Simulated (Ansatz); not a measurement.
Ag$_{3}$Au:
```xyz
4
Lattice="4.0582 0.0000 0.0000 0.0000 4.0582 0.0000 0.0000 0.0000 4.0582" Properties=species:S:1:pos:R:3 pbc="T T T"
Ag     2.0291     0.0000     2.0291
Ag     0.0000     2.0291     2.0291
Ag     2.0291     2.0291     0.0000
Au     0.0000     0.0000     0.0000
```

This is the PBEsol-relaxed structure.

All from PBEsol (plane waves, PAW; program Ansatz), unless another level is named. Predict the Poisson's ratio.

0.38.

What about the elastic constants (relaxed ions, GPa)?

C11 = 159, C12 = 118, C44 = 51.6.

Space group Pm-3m (Cu3Au type). The workflow started from a Materials Project entry (that database holds measured and hypothetical structures alike); the Crystallography Open Database copy checked does not list it. Whether it is the stable phase at ambient conditions was not checked. Symmetry was held in the PBEsol relaxation; its stability against distortions is not shown here. No spin polarisation was allowed. As this level gives no gap, shear constants depend on the k-mesh and smearing (Fermi–Dirac, 0.1 eV here). Scalar-relativistic: spin–orbit coupling is off unless named, which matters more the heavier the elements.

Potentials: the later of the program's two PAW sets.
